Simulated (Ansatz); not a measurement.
CdO in space group P-6m2 (No. 187; Cd on 1a, O on 1f) at seven volumes, DFT-PBE in the program Ansatz with PAW potentials, shape and atoms relaxed at each. One row is withheld.

```tsv
V (Å³/atom)	P (GPa)
12.438	13.65
12.848	8.31
13.258	3.80
13.668	-0.01
14.078	-3.22
14.488	-5.92
14.898	?
```

Fit the shown pressures and predict the withheld one.

P = (3/2)B₀(x^(7/2) − x^(5/2))[1 + (3/4)(B′ − 4)(x − 1)] with x = (V₀/V)^(2/3). Least squares on the six rows gives V₀ = 13.667 Å³/atom, B₀ = 116 GPa, B′ = 4.64. At V = 14.898, x = 0.9441 and P = -8.19 GPa. The run itself gave -8.19 GPa.

The cell is a constructed one: a structure type filled with these elements; neither database checked (COD, Materials Project) lists it. It is not the phase usual at ambient conditions (space group No. 225). The PBE relaxation kept the symmetry of its start; whether a distortion lowers the energy is not shown.

Potentials: the later of the program's two PAW sets.
